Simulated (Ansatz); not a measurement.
Relaxed P (black-P type, space group Cmce):

```
CELL_PARAMETERS angstrom
      1.65109    -5.34545     0.00000
      1.65109     5.34545     0.00000
      0.00000     0.00000     4.46660
ATOMIC_POSITIONS crystal
  P  0.40091 0.59909 0.58506
  P  0.59909 0.40091 0.41494
  P  0.90091 0.09909 0.91494
  P  0.09909 0.90091 0.08506
```

Computed with r2SCAN+rVV10 (plane waves to 500 eV, PAW, scalar-relativistic; Ansatz, a program for electronic structure). k mesh 8×8×6 (Γ-centred), Fermi-Dirac smearing 0.05 eV. With partly filled bands, energies and forces of such displacements shift with the k mesh and the smearing. P was relaxed with its symmetry unable to fall. The PAW data are Ansatz's earlier set.

One atom of the cell was then moved (with its periodic images), all else fixed, and the forces (eV/Å) came out as:

| atom | Fx | Fy | Fz |
|---|---|---|---|
| P1 | 0.459 | -0.014 | -0.022 |
| P2 | -4.339 | -0.059 | 2.261 |
| P3 | 0.276 | 0.051 | -0.108 |
| P4 | 3.604 | 0.022 | -2.131 |

### Question
Which atom was moved, and by which vector (Å)?

### Answer
P2, by (0.36, 0.00, 0.00), 0.36 Å in all.

(A displaced cell: forces are minus the slopes of the energy, force constants its curvatures, and phonons follow from these.)
